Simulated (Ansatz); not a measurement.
InAg₃:
```xyz
4
Lattice="4.1381 0.0000 0.0000 0.0000 4.1381 0.0000 0.0000 0.0000 4.1381" Properties=species:S:1:pos:R:3 pbc="T T T"
In     0.0000     0.0000     0.0000
Ag     0.0000     2.0690     2.0690
Ag     2.0690     0.0000     2.0690
Ag     2.0690     2.0690     0.0000
```

Relaxed with PBEsol. Special points in fractions of this cell's reciprocal vectors: Γ (0.000, 0.000, 0.000); X (0.000, 0.500, 0.000); M (0.500, 0.500, 0.000); R (0.500, 0.500, 0.500).

Problem. List the band energies nearest the Fermi level at these points for the program Ansatz at the PBEsol level (PAW).

Solution. In eV from the Fermi level; about four levels below and three above (degenerate sets whole), none deeper than 8.9 eV; points with the same levels are listed once.

```csv
k,below,above
Γ,-3.28 -3.28 -3.28 -0.31 -0.31 -0.31,3.07 4.77 4.77
X,-4.35 -4.31 -3.89 -3.28,3.25 3.25 3.40
M,-3.15 -2.61 -1.71 -1.71,5.59 5.60 6.99 6.99
R,-2.42 -2.42 -2.42 -0.91 -0.37,1.95 1.95 1.95
```

Space group Pm-3m (Cu3Au type). The workflow started from an entry of the Crystallography Open Database (COD). Its standing as an ambient phase is unchecked. The PBEsol relaxation kept the symmetry of its start; of distortions, only those at the zone centre were tested. The run is not spin-polarised. Scalar-relativistic: spin–orbit coupling is off unless named, which matters more the heavier the elements.

Potentials: the later of the program's two PAW sets.
